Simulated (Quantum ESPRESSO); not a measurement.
Ca2ZnMgO4, finding a planted mistake in a log

A calculation, not a measurement. The program is pw.x of Quantum ESPRESSO 7.5 (plane-wave density functional theory). The cell is made up: 8 atoms on a rocksalt lattice, with randomly drawn elements, strain and displacements, not relaxed. PseudoDojo standard norm-conserving files (v0.5 for PBE, v0.4.1 for LDA and PBEsol) set the functional; there is no spin polarisation, spin-orbit coupling or dispersion term, and the masses in the input are unused placeholders.

Intended input:

```
&control calculation='scf', pseudo_dir='./dojo.nc.sr.pbe.v0_5.standard.upf', outdir='./o', disk_io='medium', tprnfor=.true., tstress=.true. /
&system ibrav=0, nat=8, ntyp=4, nbnd=43, ecutwfc=84.00895049, nosym=.true., tot_charge=0,
 occupations='smearing', smearing='fd', degauss=0.0018374661
/
&electrons conv_thr=7.350e-09, electron_maxstep=60, /
ATOMIC_SPECIES
Ca 1.0 Ca.upf
Mg 1.0 Mg.upf
O 1.0 O.upf
Zn 1.0 Zn.upf
CELL_PARAMETERS angstrom
4.5304 -0.0517 -0.0471
-0.0517 4.4302 -0.0116
-0.0471 -0.0116 4.4987
ATOMIC_POSITIONS angstrom
Ca -0.0542 0.0721 0.0345
Ca -0.0548 2.3683 2.1355
Zn 2.2009 -0.1001 2.2412
Mg 2.4347 2.1787 -0.1001
O 2.2915 0.1324 0.1378
O 2.1935 2.133 2.1532
O 4.5629 -0.0836 2.3344
O 4.4764 2.0441 -0.14
K_POINTS automatic
4 4 4 1 1 1
```

The log is shortened where brackets say so; the opening notice, blank lines, dates and the lines on written files are dropped, and the path of the files is cut. It prints rydbergs, bohrs and kilobars, and counts compression as positive stress.

Log of the intended run:

```
     Program PWSCF v.7.5
     Parallel version (MPI & OpenMP), running on       1 processor cores
     Number of MPI processes:                 1
     Threads/MPI process:                     1
     [start-up lines left out]
     bravais-lattice index     =            0
     lattice parameter (alat)  =       8.5622  a.u.
     unit-cell volume          =     609.1653 (a.u.)^3
     number of atoms/cell      =            8
     number of atomic types    =            4
     number of electrons       =        74.00
     number of Kohn-Sham states=           43
     kinetic-energy cutoff     =      84.0090  Ry
     charge density cutoff     =     336.0358  Ry
     scf convergence threshold =      7.3E-09
     mixing beta               =       0.7000
     number of iterations used =            8  plain     mixing
     Exchange-correlation= PBE
                           (   1   4   3   4   0   0   0)
     [axes and pseudopotential details left out]
   Cartesian axes
     site n.     atom                  positions (alat units)
         1        Ca     tau(   1) = (  -0.0119622   0.0159128   0.0076143  )
         2        Ca     tau(   2) = (  -0.0120946   0.5226951   0.4713150  )
         3        Zn     tau(   3) = (   0.4857491  -0.0220925   0.4946435  )
         4        Mg     tau(   4) = (   0.5373499   0.4808495  -0.0220925  )
         5        O      tau(   5) = (   0.5057450   0.0292213   0.0304131  )
         6        O      tau(   6) = (   0.4841159   0.4707633   0.4752215  )
         7        O      tau(   7) = (   1.0070538  -0.0184509   0.5152132  )
         8        O      tau(   8) = (   0.9879628   0.4511426  -0.0308987  )
     number of k points=    32  Fermi-Dirac smearing, width (Ry)=  0.0018
                       cart. coord. in units 2pi/alat
        k(    1) = (   0.1278209   0.1296681   0.1275684), wk =   0.0625000
        k(    2) = (   0.1304468   0.1303581   0.3793893), wk =   0.0625000
     [further k points left out]
     Dense  grid:    63349 G-vectors     FFT dimensions: (  50,  50,  50)
     Estimated max dynamical RAM per process >      86.79 MB
     Initial potential from superposition of free atoms
     starting charge      73.9892, renormalised to      74.0000
     Starting wfcs are   41 randomized atomic wfcs +    2 random wfcs
     total cpu time spent up to now is        9.8 secs
     per-process dynamical memory:    50.0 Mb
     Self-consistent Calculation
     iteration #  1     ecut=    84.01 Ry     beta= 0.70
     Davidson diagonalization with overlap
     ethr =  1.00E-02,  avg # of iterations =  6.8
     total cpu time spent up to now is       36.1 secs
     total energy              =    -823.60804831 Ry
     estimated scf accuracy    <       2.17629118 Ry
     iteration #  2     ecut=    84.01 Ry     beta= 0.70
     Davidson diagonalization with overlap
     ethr =  2.94E-03,  avg # of iterations =  4.0
     total cpu time spent up to now is       58.0 secs
     total energy              =    -823.91774487 Ry
     estimated scf accuracy    <       3.81630414 Ry
     [iterations 3 to 10 left out]
     iteration # 11     ecut=    84.01 Ry     beta= 0.70
     Davidson diagonalization with overlap
     ethr =  9.51E-10,  avg # of iterations =  2.0
     total cpu time spent up to now is      286.0 secs
     total energy              =    -824.68866514 Ry
     estimated scf accuracy    <       0.00000013 Ry
     iteration # 12     ecut=    84.01 Ry     beta= 0.70
     Davidson diagonalization with overlap
     ethr =  1.80E-10,  avg # of iterations =  2.8
     total cpu time spent up to now is      303.1 secs
     End of self-consistent calculation
     [lines on levels left out]
!    total energy              =    -824.68866516 Ry
     estimated scf accuracy    <          2.2E-09 Ry
     smearing contrib. (-TS)   =       0.00000000 Ry
     internal energy E=F+TS    =    -824.68866516 Ry
     The total energy is F=E-TS. E is the sum of the following terms:
     one-electron contribution =    -443.18512711 Ry
     hartree contribution      =     254.11769136 Ry
     xc contribution           =    -124.62395554 Ry
     ewald contribution        =    -510.99727387 Ry
     convergence has been achieved in  12 iterations
     Forces acting on atoms (cartesian axes, Ry/au):
     atom    1 type  1   force =     0.04763434   -0.05973855    0.01209429
     atom    2 type  1   force =     0.01110025   -0.10371370    0.02659997
     atom    3 type  4   force =    -0.00488382    0.02299508   -0.00555193
     atom    4 type  2   force =    -0.04882421   -0.00859691    0.00086576
     atom    5 type  3   force =    -0.01782195   -0.04381109   -0.01749503
     atom    6 type  3   force =     0.01821320    0.02633005    0.01633221
     atom    7 type  3   force =     0.00054820    0.05949747   -0.03442392
     atom    8 type  3   force =    -0.00596600    0.10703764    0.00157865
     Total force =     0.201664     Total SCF correction =     0.000260
     Computing stress (Cartesian axis) and pressure
          total   stress  (Ry/bohr**3)                   (kbar)     P=      139.86
   0.00070567   0.00014480   0.00012304          103.81       21.30       18.10
   0.00014480   0.00141295   0.00009429           21.30      207.85       13.87
   0.00012304   0.00009429   0.00073364           18.10       13.87      107.92
     init_run     :      9.04s CPU      9.61s WALL (       1 calls)
     electrons    :    291.25s CPU    293.30s WALL (       1 calls)
     forces       :      4.01s CPU      4.03s WALL (       1 calls)
     stress       :     15.27s CPU     15.34s WALL (       1 calls)
     [timing details left out]
     PWSCF        :   5m19.88s CPU   5m22.74s WALL
     JOB DONE.
```

A second run was made from an input with one planted mistake. Its log:

```
     Program PWSCF v.7.5
     Parallel version (MPI & OpenMP), running on       1 processor cores
     Number of MPI processes:                 1
     Threads/MPI process:                     1
     [start-up lines left out]
     bravais-lattice index     =            0
     lattice parameter (alat)  =       8.5622  a.u.
     unit-cell volume          =     609.1653 (a.u.)^3
     number of atoms/cell      =            8
     number of atomic types    =            4
     number of electrons       =        73.00
     number of Kohn-Sham states=           43
     kinetic-energy cutoff     =      84.0090  Ry
     charge density cutoff     =     336.0358  Ry
     scf convergence threshold =      7.3E-09
     mixing beta               =       0.7000
     number of iterations used =            8  plain     mixing
     Exchange-correlation= PBE
                           (   1   4   3   4   0   0   0)
     [axes and pseudopotential details left out]
   Cartesian axes
     site n.     atom                  positions (alat units)
         1        Ca     tau(   1) = (  -0.0119622   0.0159128   0.0076143  )
         2        Ca     tau(   2) = (  -0.0120946   0.5226951   0.4713150  )
         3        Zn     tau(   3) = (   0.4857491  -0.0220925   0.4946435  )
         4        Mg     tau(   4) = (   0.5373499   0.4808495  -0.0220925  )
         5        O      tau(   5) = (   0.5057450   0.0292213   0.0304131  )
         6        O      tau(   6) = (   0.4841159   0.4707633   0.4752215  )
         7        O      tau(   7) = (   1.0070538  -0.0184509   0.5152132  )
         8        O      tau(   8) = (   0.9879628   0.4511426  -0.0308987  )
     number of k points=    32  Fermi-Dirac smearing, width (Ry)=  0.0018
                       cart. coord. in units 2pi/alat
        k(    1) = (   0.1278209   0.1296681   0.1275684), wk =   0.0625000
        k(    2) = (   0.1304468   0.1303581   0.3793893), wk =   0.0625000
     [further k points left out]
     Dense  grid:    63349 G-vectors     FFT dimensions: (  50,  50,  50)
     Estimated max dynamical RAM per process >      86.79 MB
     Initial potential from superposition of free atoms
     starting charge      73.9892, renormalised to      73.0000
     Starting wfcs are   41 randomized atomic wfcs +    2 random wfcs
     total cpu time spent up to now is        6.7 secs
     per-process dynamical memory:    50.0 Mb
     Self-consistent Calculation
     iteration #  1     ecut=    84.01 Ry     beta= 0.70
     Davidson diagonalization with overlap
     ethr =  1.00E-02,  avg # of iterations =  7.3
     total cpu time spent up to now is       27.2 secs
     total energy              =    -824.26088953 Ry
     estimated scf accuracy    <       2.19557002 Ry
     iteration #  2     ecut=    84.01 Ry     beta= 0.70
     Davidson diagonalization with overlap
     ethr =  3.01E-03,  avg # of iterations =  4.0
     total cpu time spent up to now is       40.2 secs
     total energy              =    -824.36722389 Ry
     estimated scf accuracy    <       5.01590147 Ry
     [iterations 3 to 14 left out]
     iteration # 15     ecut=    84.01 Ry     beta= 0.70
     Davidson diagonalization with overlap
     ethr =  5.50E-10,  avg # of iterations =  1.0
     total cpu time spent up to now is      212.1 secs
     total energy              =    -825.34877281 Ry
     estimated scf accuracy    <       0.00000002 Ry
     iteration # 16     ecut=    84.01 Ry     beta= 0.70
     Davidson diagonalization with overlap
     ethr =  3.18E-11,  avg # of iterations =  2.5
     total cpu time spent up to now is      229.3 secs
     End of self-consistent calculation
     [lines on levels left out]
!    total energy              =    -825.34877282 Ry
     estimated scf accuracy    <          7.0E-10 Ry
     smearing contrib. (-TS)   =      -0.00198416 Ry
     internal energy E=F+TS    =    -825.34678866 Ry
     The total energy is F=E-TS. E is the sum of the following terms:
     one-electron contribution =    -443.80047802 Ry
     hartree contribution      =     253.02647910 Ry
     xc contribution           =    -123.57551586 Ry
     ewald contribution        =    -510.99727387 Ry
     convergence has been achieved in  16 iterations
     Forces acting on atoms (cartesian axes, Ry/au):
     atom    1 type  1   force =     0.05112676   -0.06518903    0.01793096
     atom    2 type  1   force =     0.01107184   -0.10761923    0.02298020
     atom    3 type  4   force =    -0.00476135    0.02823778   -0.00762648
     atom    4 type  2   force =    -0.05359026   -0.00518441    0.00174664
     atom    5 type  3   force =    -0.02106231   -0.04162131   -0.01041279
     atom    6 type  3   force =     0.01546795    0.02059843    0.01232202
     atom    7 type  3   force =     0.00316018    0.06719786   -0.02984974
     atom    8 type  3   force =    -0.00141281    0.10357991   -0.00709081
     Total force =     0.206143     Total SCF correction =     0.000033
     Computing stress (Cartesian axis) and pressure
          total   stress  (Ry/bohr**3)                   (kbar)     P=     -109.14
  -0.00089675   0.00010183   0.00010426         -131.92       14.98       15.34
   0.00010183  -0.00039259   0.00005290           14.98      -57.75        7.78
   0.00010426   0.00005290  -0.00093651           15.34        7.78     -137.77
     init_run     :      6.25s CPU      6.65s WALL (       1 calls)
     electrons    :    220.51s CPU    222.55s WALL (       1 calls)
     forces       :      3.12s CPU      3.15s WALL (       1 calls)
     stress       :     11.46s CPU     11.52s WALL (       1 calls)
     [timing details left out]
     PWSCF        :   4m 1.51s CPU   4m 4.14s WALL
     JOB DONE.
```

Question: what was wrong in the second input?

Answer: the cell has the wrong charge. The input lines that differ, file-writing options aside:

```
- &system ibrav=0, nat=8, ntyp=4, nbnd=43, ecutwfc=84.00895049, nosym=.true., tot_charge=0,
+ &system ibrav=0, nat=8, ntyp=4, nbnd=43, ecutwfc=84.00895049, nosym=.true., tot_charge=1,
```

|  | intended run | run with the mistake |
| --- | --- | --- |
| free energy (eV) | -11220.461 | -11229.442 |
| smearing term -TS (eV) | 0.0000 | -0.0270 |
| pressure (GPa) | 13.99 | -10.91 |
| largest force component (eV/Å) | 2.752 | 2.767 |
| largest change of a force component (eV/Å) |  | 0.223 |
| iterations | 12 | 16 |

For scale, a rerun of the intended cell at 1437 eV and a 6 x 6 x 6 mesh moved values by no more than 0.002 eV in energy, 0.04 GPa in stress and 0.010 eV/Å in force. The charged cell sits in a uniform background, so its energy and stress rest on the program's zero of potential.